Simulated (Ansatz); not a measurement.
ZnO:
```yaml
crystal:
  lattice:
    - [3.18669, 0.00000, 0.00000]
    - [-1.59335, 2.75976, 0.00000]
    - [0.00000, 0.00000, 5.15258]
  atoms:
    - { symbol: Zn, position: [0.66667, 0.33333, 0.00179] }
    - { symbol: Zn, position: [0.33333, 0.66667, 0.50179] }
    - { symbol: O, position: [0.66667, 0.33333, 0.62341] }
    - { symbol: O, position: [0.33333, 0.66667, 0.12341] }
```

x, y and z are the axes in which the lattice vectors are written.

**Question.** Give the proper piezoelectric stress tensor with relaxed ions from DFT-LDA in the program Ansatz with PAW potentials.

**Answer.** In C/m², rows x, y, z, Voigt columns; mesh uncertainty up to 0.01.
```
 0.00   0.00   0.00   0.00   0.54   0.00
 0.00   0.00   0.00   0.54   0.00   0.00
 0.70   0.70  -1.32   0.00   0.00   0.00
```

The elastic tensor of the same run (GPa):

```
 221   139   124   0.0   0.0   0.0
 139   221   124   0.0   0.0   0.0
 124   124   238   0.0   0.0   0.0
 0.0   0.0   0.0  37.9   0.0   0.0
 0.0   0.0   0.0   0.0  37.9   0.0
 0.0   0.0   0.0   0.0   0.0  41.2
```

**Question.** Convert to strain constants d = e·S.

**Answer.** In pC/N:
```
  0.0    0.0    0.0    0.0   14.1    0.0
  0.0    0.0    0.0   14.1    0.0    0.0
  6.0    6.0  -11.8    0.0    0.0    0.0
```

Space group P6_3mc (wurtzite). Symmetry was held in the LDA relaxation; phonons on a q-mesh show no instability.

Potentials: the later of the program's two PAW sets.
